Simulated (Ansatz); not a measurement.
Relaxed-ion elastic tensor of MgO (rock salt, space group No. 225) in GPa (Voigt order), plane-wave PAW r²SCAN (Ansatz code); density 3.59 g/cm³, 9.31 Å³ per atom.

```csv
,1,2,3,4,5,6
1,310,94.6,94.6,0.0,0.0,0.0
2,94.6,310,94.6,0.0,0.0,0.0
3,94.6,94.6,310,0.0,0.0,0.0
4,0.0,0.0,0.0,156,0.0,0.0
5,0.0,0.0,0.0,0.0,156,0.0
6,0.0,0.0,0.0,0.0,0.0,156
```

Task: Is the crystal mechanically stable?

Result: Yes: the smallest eigenvalue of C is 156 GPa.

Task: Work out the Voigt, Reuss and Hill averages.

Result: K_V = 167, K_R = 167, K_H = 167; G_V = 137, G_R = 132, G_H = 135 GPa.

Task: Give Young's modulus, Poisson's ratio, Pugh's ratio and the universal anisotropy index.

Result: E = 9KG/(3K + G) = 318 GPa; ν = 0.18; K/G = 1.24 (brittle by the Pugh limit of 1.75); A_U = 5G_V/G_R + K_V/K_R − 6 = 0.17.

Task: Estimate the sound speeds and the Debye temperature.

Result: v_l = √((K + 4G/3)/ρ) = 9810 m/s, v_t = √(G/ρ) = 6120 m/s, mean 6740 m/s; Θ = (h/k)(3n/4πV)^(1/3) v_m = 954 K.

Task: Give the Zener ratio and Young's modulus along [100], [110] and [111].

Result: A = 2C44/(C11 − C12) = 1.45; 1/E = S11 − 2(S11 − S12 − S44/2)Γ with Γ = 0, 1/4, 1/3 gives 266, 329, 357 GPa.

Task: Solve the Christoffel equation for the three sound speeds along [100], [110], [111].

Result: Eigenvalues of C_ijkl n_j n_l equal ρv². In km/s, slowest first: [100] 6.59, 6.59, 9.29; [110] 5.48, 6.59, 9.99; [111] 5.87, 5.87, 10.21.

Space group Fm-3m (rock salt). Symmetry was held in the r²SCAN relaxation; phonons on a q-mesh show no instability.

Potentials: the earlier of the program's two PAW sets.
